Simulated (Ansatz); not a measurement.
The cell below belongs to a search over invented structures; it isn't taken from experiment.

Input and command of a plane-wave DFT calculation in Ansatz:

```yaml
crystal:
  lattice:
    - [6.8450110894, 0.0, 0.0]
    - [-3.4225055447, 5.9279534926, 0.0]
    - [0.0, 0.0, 4.2246909006]
  atoms:
    - { symbol: Al, position: [0.6666666667, 0.3333333333, 0.75] }
    - { symbol: Al, position: [0.3333333333, 0.6666666667, 0.25] }
    - { symbol: Cu, position: [0.3809149067, 0.4753460211, 0.75] }
    - { symbol: Cu, position: [0.953968538, 0.1907053197, 0.75] }
    - { symbol: Cu, position: [0.5246539789, 0.9055688855, 0.75] }
    - { symbol: Cu, position: [0.2367367818, 0.046031462, 0.75] }
    - { symbol: Cu, position: [0.0944311145, 0.6190850933, 0.75] }
    - { symbol: Cu, position: [0.8092946803, 0.7632632182, 0.75] }
    - { symbol: Cu, position: [0.9055688855, 0.3809149067, 0.25] }
    - { symbol: Cu, position: [0.7632632182, 0.953968538, 0.25] }
    - { symbol: Cu, position: [0.4753460211, 0.0944311145, 0.25] }
    - { symbol: Cu, position: [0.1907053197, 0.2367367818, 0.25] }
    - { symbol: Cu, position: [0.046031462, 0.8092946803, 0.25] }
    - { symbol: Cu, position: [0.6190850933, 0.5246539789, 0.25] }
basis:
  ecutwfc: 420
kpoints:
  mp_grid: { grid: [6, 6, 8] }
hamiltonian:
  xc: pbe
scf:
  occupations: { method: gaussian, width: 0.1 }
output:
  forces: true
  stress: true
  eigenvalues: true
relax:
  adjacent_minimum: "off"
  f_tol: 0.01
  max_steps: 80
  cell: { stress_tol: 0.05 }
```

```bash
ansatz run input.yaml --threads 1 --pin off --max-ram 2560MiB --backend cpu --events-out ev --progress --plain --runs-dir out
```

Processor: Intel(R) Xeon(R) 6975P-C (Granite Rapids), 1 thread, on a host shared with other jobs.

Q: How long does it run, and how much memory does it take?

A: About 2.2 min, peak memory 0.96 GiB. It solves 141 bands at 40 k points (after reduction by symmetry) with about 3339 plane waves (on the last cell), in 25 SCF iterations over 4 ionic steps.
